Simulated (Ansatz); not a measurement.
Here is the system:

Zr₂C:
```
Zr2C
1.0
    3.63392     0.00000     0.00000
    0.00000     3.63392     0.00000
    0.00000     0.00000     6.97916
Zr C
4 2
Direct
  0.00000   0.00000   0.00000
  0.50000   0.50000   0.00000
  0.50000   0.00000   0.36977
  0.00000   0.50000   0.63023
  0.50000   0.00000   0.72858
  0.00000   0.50000   0.27142
```

This is the r²SCAN-relaxed structure.

**Question.** All from r²SCAN (plane waves, PAW; program Ansatz), unless another level is named. Predict the electronic character.

**Answer.** metallic (no gap).

**Question.** What about the density of states at the Fermi level?

**Answer.** 0.37 states/eV per atom (mean over ±0.08 eV).

**Question.** Next, the formation energy from the elements (no fitted shifts)?

**Answer.** -0.002 eV/atom.

**Question.** Predict the gap with spin–orbit coupling.

**Answer.** none (metallic).

Space group P4/nmm. A made-up cell: these elements were put on the sites of a structure type; neither database checked (COD, Materials Project) lists it. Its standing as an ambient phase is unchecked. Symmetry was held in the r²SCAN relaxation; its stability against distortions is not shown here. No spin polarisation was allowed. The references are the lowest solids computed at this level, not always the standard phases. Spin–orbit coupling is left out wherever it is not named.

Potentials: the later of the program's two PAW sets.
